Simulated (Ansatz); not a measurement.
## BeAs$_{2}$, a known structure type with other elements, at an estimated volume

```yaml
crystal:
  lattice:
    - [3.61580, 0.00000, 0.00000]
    - [0.00000, 3.61580, 0.00000]
    - [0.00000, 0.00000, 7.40566]
  atoms:
    - { symbol: As, position: [0.00000, 0.50000, 0.33000] }
    - { symbol: As, position: [0.50000, 0.00000, 0.67000] }
    - { symbol: As, position: [0.00000, 0.00000, 0.00000] }
    - { symbol: As, position: [0.50000, 0.50000, 0.00000] }
    - { symbol: Be, position: [0.00000, 0.50000, 0.73500] }
    - { symbol: Be, position: [0.50000, 0.00000, 0.26500] }
```

The numbers come from plane-wave PAW DFT (Ansatz): PBE, no spin polarisation, 420 eV, 9×9×5 Γ-centred k points, fermi-dirac occupations (width 0.1 eV). Nothing was relaxed.

Give the Bader charges.

Bader charges in e: Be +1.15, As -0.85 to -0.30. In the mean Be gives up most and As takes most.

What do density and ELF say about some of the short contacts?

As–As at 2.56 Å: least valence density 0.42 e/Å³ and ELF 0.53 there. Both are smooth PAW fields, read partly inside the augmentation spheres.

What does the stress say?

The pressure is 4.4 GPa (compression positive), so with the atoms held at these fractions the cell would first expand; the forces are large, so a full relaxation may end otherwise. The principal stresses 2.7, 5.3, 5.3 GPa differ, so its shape would change too.

What is the formation energy?

0.63 eV an atom against the elements' usual phases (free molecules for gases, crystals otherwise, with no correction for O₂ or N₂), so at this geometry it isn't bound against them. Relaxing would lower it.

Where is the largest force?

The largest is on As1 (and as large on other atoms): 0.94 eV/Å, components (0.00, 0.00, 0.94). It makes 101° with the line to a nearest neighbour, Be6 at 2.60 Å.

Metal or insulator?

It is a metal, with about 2.7 states/eV a cell as the mean within 0.25 eV of the Fermi level, mostly As p (74 %).

Origin: a known structure type with other elements, at an estimated volume, so it need not be a known compound.
